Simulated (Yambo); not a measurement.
A G0W0@PBEsol run in Yambo for BaO (NiAs type, space group P6_3/mmc, No. 194) (6×6×2 Γ-centred k mesh, 121 bands and a 7 Ry block in the screening, 121 bands in G with the Bruneval-Gonze terminator, plasmon pole fitted at 27.2 eV) gives these matrix elements, in eV, at the band edges (H → M):

```csv
state,E0,<Vxc>,<Σx>,<Σc(E0)>,Z
valence edge,0.000,-18.591,-23.499,4.137,0.776
conduction edge,2.446,-9.483,-5.033,-3.852,0.843
```

### Question
Solve the linearised quasiparticle equation for both states, give the gap, and say how exchange and correlation each act on it.

### Answer
E = E0 + Z(Σx + Σc − Vxc). Valence: 0.000 + 0.776 × (-23.499 + (4.137) − (-18.591)) = -0.60 eV. Conduction: 2.446 + 0.843 × (-5.033 + (-3.852) − (-9.483)) = 2.95 eV. The gap is 3.55 eV, against 2.45 eV in PBEsol. Replacing Vxc by bare exchange alone would open it by 9.36 eV; correlation takes back 7.99 eV of that, and Z scales what is left. Nearest settings tried, and what they do to the gap: 2 Ry block (35 vectors against 161): +102 meV. Not varied: bands in G, bands in W, mesh. So the settings aren't converged at that level. Among the k points computed, the smallest G0W0 gap is 3.52 eV, Γ → M. 

Geometry relaxed with PBEsol; primitive cell a = b = 3.7434 Å, c = 6.5331 Å, α = β = 90.00°, γ = 120.00°.

This is not the ordinary phase of the substance; no match was found in the copy of COD used, and its stability was not checked.
